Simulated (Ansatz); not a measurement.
The elements of this relaxed trial crystal are hidden behind letters.

```
lattice vectors (Å)
   5.1471    0.0000    0.0000
   0.0000    5.1471    0.0000
   0.0000    0.0000    5.1471
fractional positions
X 0.5000 0.5000 0.5000
Z 0.5000 0.0000 0.0000
Z 0.0000 0.5000 0.0000
Z 0.0000 0.0000 0.5000
Q 0.0000 0.5000 0.5000
Q 0.5000 0.0000 0.5000
Q 0.5000 0.5000 0.0000
Q 0.0000 0.0000 0.0000
```

All numbers below come from DFT PBE, scalar-relativistic, plane waves, PAW (Ansatz). Cutoff 420 eV, Γ-centred 8×8×8 mesh (8-atom cell), Gaussian smearing of 0.10 eV, no spin polarisation.

```
Space group                              : Pm-3m (No. 221)
Conventional cell                        : a = 5.147 Å
Volume per atom                          : 17.05 Å³
Density                                  : 6.82 g/cm³
Energy over the elements                 : +0.14 eV/atom
Gap on the 8×8×8 mesh of the 8-atom cell : 0 eV (a metal)
```

Energies are uncorrected and count from the elements' standard states at the same level.

Q: X is a p-block element of period 4, Z is a d-block element of period 4 and Q is a p-block element of period 4. Which elements are they?

A: X = Ga, Z = Cu, Q = As, so the formula is GaCu3As4. Density times volume gives a mean mass of 6.82 × 17.05/1.6605 = 70.0 u per atom, and this set has 70.0 u. Ga has 6 As at 2.57 Å; Cu is surrounded by 6 As at 2.57 Å; around As on a site of symmetry 4/mmm lie 2 Ga at 2.57 Å and 4 Cu at 2.57 Å; 1 more site not described. Other sets within the hints have nearly the same mass, so mass alone doesn't settle it; this one was computed.

Symmetry constrained the relaxation, so the result can be a saddle point.
